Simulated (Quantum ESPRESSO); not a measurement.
# One change at a time to MgSn2Y2Zr3

These are calculations, not measurements. They come from Quantum ESPRESSO 7.5, a public plane-wave density functional program. Each row is one single-point run on a made-up periodic cell of eight metal atoms, with elements, volume, strain and displacements drawn at random and not relaxed, so a cell may be unstable or far from any real phase. There is no spin polarisation or spin-orbit coupling.

Settings: PBE unless stated; PseudoDojo standard norm-conserving files; Fermi-Dirac width 0.25 eV, which means electrons at about 2900 K; cutoff 1143 eV; 5 x 5 x 3 k mesh shifted half a step off Gamma. E is the free energy of the whole cell (internal energy minus TS), so a -TS column is already part of it. Stress is positive in tension, and the pressure P is minus a third of its trace.

Checks: one run of this series was repeated at a higher cutoff and on a denser mesh, which moved values by no more than 0.015 eV, 0.07 GPa and 0.010 eV/Å, and a second program with other atomic files agreed on it to 2 % rms in force and 0.5 GPa in pressure. Known limits: the tin pseudopotential is less sure than most, with forces differing by about three percent from a second method on plain tin; heavy elements are run without spin-orbit coupling, which real alloys of them have; a spin test at this wide smearing found no moment, but such smearing suppresses magnetism that the real alloy may have.

The lattice is face-centred cubic, and the cell vectors in Å are (0.000, 0.000, -4.697); (4.697, 0.000, 0.000); (0.000, -9.395, 0.000), a volume of 207.28 Å³ in run 1. The elements on sites 1 to 8 are Y Zr Y Sn Zr Sn Mg Zr. Each later run makes one change to run 1 and keeps the rest. E is counted from run 1, and is n/a where other atomic files have another zero of energy.

```
run,change,V (Å³),P (GPa),-TS (eV),rms force (eV/Å),largest change of a force component (eV/Å),E (eV)
1,none,207.28,-1.21,-1.765,0.507,0.000,0.000
2,sites 3 and 7 exchanged,207.28,-2.46,-1.727,0.444,1.125,-0.363
3,all lengths scaled by +0.94 %,213.18,-2.73,-1.809,0.489,0.065,0.073
4,PBEsol in place of PBE,207.28,-3.87,-1.769,0.504,0.069,n/a
5,Ta on site 3,207.28,-6.83,-1.801,0.449,0.991,n/a
6,site 1 moved by -0.16 Å along y,207.28,-0.93,-1.779,0.656,0.766,?
```

## Worked estimate

Along the move dE = -F dx. The force on site 1 along y is 1.731 eV/Å in run 1 and 2.497 eV/Å in run 6, and the move is -0.16 Å, so the mean force times the move gives an estimate.

## Withheld value

Question: what E should run 6 give?

The estimate is 0.338 eV. The calculation gave 0.339 eV.
